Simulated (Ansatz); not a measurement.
Starting cell, HfO2 (fluorite):

```yaml
crystal:
  lattice:
    - [0.00000, 5.09760, 5.09760]
    - [2.54880, 0.00000, 2.54880]
    - [2.54880, 2.54880, 0.00000]
  atoms:
    - { symbol: Hf, position: [0.00000, 0.00000, 0.00000] }
    - { symbol: Hf, position: [0.50000, 0.00000, 0.00000] }
    - { symbol: O, position: [0.12500, 0.25000, 0.25000] }
    - { symbol: O, position: [0.62500, 0.25000, 0.25000] }
    - { symbol: O, position: [0.37500, 0.75000, 0.75000] }
    - { symbol: O, position: [0.87500, 0.75000, 0.75000] }
```

Scan: atom 5 (O, nearest neighbour Hf at 2.207 Å; its periodic images, 3.6 Å or more away, move with it) is displaced along Cartesian [111], direction (0.577, 0.577, 0.577) in Cartesian axes, by s. The other atoms stay.

These are PBE (plane waves to 420 eV, PAW, scalar-relativistic; Ansatz, a first-principles code) values and carry that method's errors. k mesh 9×9×9 (Γ-centred), Fermi-Dirac smearing 0.05 eV. E stands for the smeared free energy. Left out: 2 of 11 points, with atoms too close for the PAW data. HfO2 is run without spin polarisation. HfO2 was relaxed with its symmetry unable to fall. Spin-orbit coupling is left out, though Hf is heavy. This is a high-temperature form of HfO2. ΔE is measured from the undisplaced structure.

```
s (Å)   ΔE (meV/cell)
------  -------------
-0.660           1505
-0.528           1055
-0.396            651
-0.264       withheld
-0.132             88
0.000               0
0.132             112
0.264             516
0.396            1355
```

Q: Fit a polynomial form (powers 2, 3, 4) to the given rows and predict ΔE at s = -0.264.

A: Least squares on the 8 given rows: ΔE = (5943)·s² + (5613)·s³ + (2806)·s⁴, in meV/cell with s in Å; root-mean-square residual 6.6 meV/cell. At -0.264 the fit gives 325 meV/cell; the calculation gives 319 meV/cell, so the interpolation is off by 6 (+1.9 %). The quadratic term alone would give 414 meV/cell.

(A displaced cell: forces are minus the slopes of the energy, force constants its curvatures, and phonons follow from these.)
